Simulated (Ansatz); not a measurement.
BAs (zinc blende)

```
CELL_PARAMETERS angstrom
      0.00000     2.40468     2.40468
      2.40468     0.00000     2.40468
      2.40468     2.40468     0.00000
ATOMIC_POSITIONS crystal
  As 0.75000 0.75000 0.75000
  B  0.00000 0.00000 0.00000
```

Two coordinates are scanned: the volume, and the ratio of the stretch along z (the conventional c axis) to the stretch across it. Atoms keep their fractional coordinates.

These are PBE (plane waves to 420 eV, PAW, scalar-relativistic; Ansatz, a program for electronic structure) values and carry that method's errors. k mesh 12×12×12 (Γ-centred), Fermi-Dirac smearing 0.05 eV. Compression counts positive. BAs was relaxed with its symmetry unable to fall. The PAW data are Ansatz's earlier set.

Changes of σzz (GPa) from the point V/V₀ = 1.000, (c/a)/(c/a)₀ = 1.000 when one coordinate moves alone (two changes are said to add if the coupling is within 5 % of the smaller one, nearly so within 20 %):

| point | change |
|---|---|
| V/V₀ = 1.000, (c/a)/(c/a)₀ = 0.880 | 13.47 |
| V/V₀ = 1.000, (c/a)/(c/a)₀ = 0.920 | 9.76 |
| V/V₀ = 1.000, (c/a)/(c/a)₀ = 0.960 | 5.18 |
| V/V₀ = 0.920, (c/a)/(c/a)₀ = 1.000 | 12.99 |
| V/V₀ = 0.947, (c/a)/(c/a)₀ = 1.000 | 8.05 |
| V/V₀ = 0.973, (c/a)/(c/a)₀ = 1.000 | 3.75 |
| V/V₀ = 1.027, (c/a)/(c/a)₀ = 1.000 | -3.27 |
| V/V₀ = 1.053, (c/a)/(c/a)₀ = 1.000 | -6.12 |
| V/V₀ = 1.080, (c/a)/(c/a)₀ = 1.000 | -8.61 |
| V/V₀ = 1.000, (c/a)/(c/a)₀ = 1.040 | -5.63 |
| V/V₀ = 1.000, (c/a)/(c/a)₀ = 1.080 | -11.60 |
| V/V₀ = 1.000, (c/a)/(c/a)₀ = 1.120 | -17.80 |

Question: Do the two effects add at V/V₀ = 1.080, (c/a)/(c/a)₀ = 0.920? Give the computed change.

Answer: The sum of the single changes is -8.61 + (9.76) = 1.15; the calculation gives 0.61, so the coupling contributes -0.54 (under 20 % of the smaller single change, nearly additive).

Question: What is the change at V/V₀ = 1.053, (c/a)/(c/a)₀ = 1.120, where both move, and how far is it from the sum?

Answer: The sum of the single changes is -6.12 + (-17.80) = -23.92; the calculation gives -22.84, so the coupling contributes 1.08 (under 20 % of the smaller single change, nearly additive).

Question: What is the change at V/V₀ = 0.920, (c/a)/(c/a)₀ = 0.880, where both move, and how far is it from the sum?

Answer: The sum of the single changes is 12.99 + (13.47) = 26.46; the calculation gives 26.72, so they add (within 5 % of the smaller single change).

(Under strain, the slope of the energy per volume gives the stress and its curvature an elastic modulus.)
